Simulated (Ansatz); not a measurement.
The calculation used Ansatz, DFT PBE, scalar-relativistic, plane waves, PAW. All cells share a 420 eV cutoff and Γ-centred k meshes spaced at most about 0.3 Å⁻¹ (about 0.25 or finer for metals, 2π included). No spin polarisation in the final relaxations.

Temperature and zero-point effects are left out.

Compare these two cells of HfMoC2, each relaxed at this level.

1.

```yaml
crystal:
  lattice:
    - [1.58594, 0.91564, 5.20858]
    - [-1.58594, 0.91564, 5.20858]
    - [0.00000, -1.83129, 5.20858]
  atoms:
    - { symbol: Hf, position: [0.00000, 0.00000, 0.00000] }
    - { symbol: Mo, position: [0.50000, 0.50000, 0.50000] }
    - { symbol: C, position: [0.24629, 0.24629, 0.24629] }
    - { symbol: C, position: [0.75371, 0.75371, 0.75371] }
```

2.

```yaml
crystal:
  lattice:
    - [3.18658, 0.00000, 0.00000]
    - [0.00000, 3.18658, 0.00000]
    - [0.00000, 0.00000, 4.47972]
  atoms:
    - { symbol: Hf, position: [0.00000, 0.00000, 0.00000] }
    - { symbol: Mo, position: [0.50000, 0.50000, 0.50000] }
    - { symbol: C, position: [0.00000, 0.00000, 0.50000] }
    - { symbol: C, position: [0.50000, 0.50000, 0.00000] }
```

Question: Which arrangement of the elements on these sites is preferred, and by what margin?

Answer: Cell 1 is lower, by 79 meV/atom. The two share one framework of sites and differ in which element sits where. Cell 1 has Hf and Mo ordered on rock salt sites, space group R-3m (No. 166), 11.3 Å³/atom and no gap on its mesh; cell 2 has Hf and Mo ordered on rock salt sites, space group P4/mmm (No. 123), 11.4 Å³/atom and no gap. Counting C atoms around Hf and Mo (those within 1.25 times the shortest such distance or 1.15 times the sum of covalent radii), cell 1 and cell 2 both have Hf 6, Mo 6. In cell 1, around Hf lie 6 C at 2.28 Å, 6 Hf at 3.17 Å and 6 Mo at 3.18 Å; Mo has 6 C at 2.21 Å, 6 Mo at 3.17 Å and 6 Hf at 3.18 Å; C has 3 Mo at 2.21 Å and 3 Hf at 2.28 Å. In cell 2, Hf is surrounded by 6 C at 2.24–2.25 Å, 8 Mo at 3.18 Å and 4 Hf at 3.19 Å; Mo has 6 C at 2.24–2.25 Å, 8 Hf at 3.18 Å and 4 Mo at 3.19 Å; C on its first site has 2 Hf at 2.24 Å and 4 Mo at 2.25 Å; 1 more site not described. Origin: cell 1 was invented; cell 2 is a Materials Project cell, relaxed.

Spin–orbit coupling, which can matter for Hf, is left out. Cells relaxed within their symmetry can be saddle points.
